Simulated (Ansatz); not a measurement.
## Si2Mo: from a starting cell to a relaxed one

The start is a generated cell, Si2Mo built in the AFLOW prototype AB2_oC24_41_2a_2b (C_e, as in Sn2Pd). The cell and all atomic positions are relaxed at zero pressure with PBEsol (plane waves to 420 eV, PAW, scalar-relativistic; Ansatz, a quantum-chemistry and plane-wave program). The first steps use a coarse 4×4×4 k-mesh.

Input geometry:
```
Si2Mo
1.0
    5.63369     0.00000     0.00000
    0.00000     2.81685     5.28539
    0.00000    -2.81685     5.28539
Mo Si
4 8
Direct
  0.00000   0.99000   0.99000
  0.50000   0.49000   0.49000
  0.00000   0.76200   0.76200
  0.50000   0.26200   0.26200
  0.65800   0.03300   0.71700
  0.34200   0.71700   0.03300
  0.15800   0.21700   0.53300
  0.84200   0.53300   0.21700
  0.75000   0.37500   0.87500
  0.25000   0.87500   0.37500
  0.25000   0.37500   0.87500
  0.75000   0.87500   0.37500
```

```json
{
 "largest_initial_force": "about 2.9 eV/Å, on Mo3, Mo4 (atoms numbered as listed)",
 "outcome": "The space group goes from Aea2 (No. 41) to Fmmm (No. 69), with 6 atoms in the primitive cell",
 "energy_released": "0.43 eV/atom",
 "volume_change": "+10.9 %, from 13.98 to 15.50 Å³/atom",
 "optimiser_moves": "28"
}
```

Final values are on a 10×10×10 k-mesh of the relaxed cell. No spin polarisation in the result.

The run could not lose the symmetry of its start, so the end can be a saddle point.

The relaxed structure here is a generated cell of Si2Mo: the first start was made by placing the elements on the sites of a structure type, and the end was not matched to a known phase here, so it may be hypothetical. Known forms of Si2Mo include space group No. 139.
